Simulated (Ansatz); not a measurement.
Trial structure of InSb2As3, not yet relaxed:

```
In Sb As
1.0
     4.77666    0.00000    0.00000
    -2.38833    4.13671    0.00000
     0.00000    0.00000    8.87070
In Sb As
1 2 3
Direct
  0.00000 0.00000 0.50000
  0.33333 0.66667 0.00000
  0.66667 0.33333 0.00000
  0.50000 0.00000 0.50000
  0.00000 0.50000 0.50000
  0.50000 0.50000 0.50000
```

These are results of Ansatz 0.2.0, DFT PBE, scalar-relativistic, plane waves, PAW, not measurements. Cutoff 420 eV; k points 6×6×2 on the computed 6-atom cell (Γ-centred); Gaussian smearing, width 0.10 eV; no spin polarisation.

Energies over the elements count from the elements' standard structures at the same level, with no fitted energy shifts.

Q: Estimate its pressure, forces and energy as it stands.

A: The pressure is 29.8 GPa (the mean over three directions, positive in compression), the largest force is 0.00 eV/Å (symmetry fixes the atoms), and the energy is +1.78 eV/atom against the elements. The shortest distance is 2.39 Å.

Q: How much does it gain on relaxing, and where does it end?

A: Relaxing gains about 1.5 eV/atom (the start's value is from the coarse mesh, so the gain is rough) in 36 ionic steps and ends at +0.33 eV/atom on the finer mesh. The symmetry stays P6/mmm (No. 191). The volume per atom shrinks by 0.8 %, from 29.2 to 29.0 Å³. The shortest distance goes from 2.39 Å (In–As and As–As) to 2.85 Å (Sb–As). The ratio c/a of the conventional cell changes by a factor of 0.29. Conventional cell: a = 7.166 Å, c = 3.911 Å. In is surrounded by 6 As at 3.58 Å and 2 In at 3.91 Å; Sb is surrounded by 6 As at 2.85 Å; As is surrounded by 4 Sb at 2.85 Å, 4 As at 3.58 Å and 2 In at 3.58 Å.

The last run used a 6×6×10 mesh (in the run's order of axes) for its 6-atom cell and Gaussian smearing of 0.10 eV. These runs have no spin–orbit coupling, which can matter for Sb. The reference form of As is held partly by dispersion forces, which this level lacks. The relaxation can't lower the symmetry of the start. Symmetry constrained the relaxation, so the result can be a saddle point. Another cell of InSb2As3 relaxed alike, in P4mm, lies 89 meV/atom lower, so this cell isn't the stable form at this level.
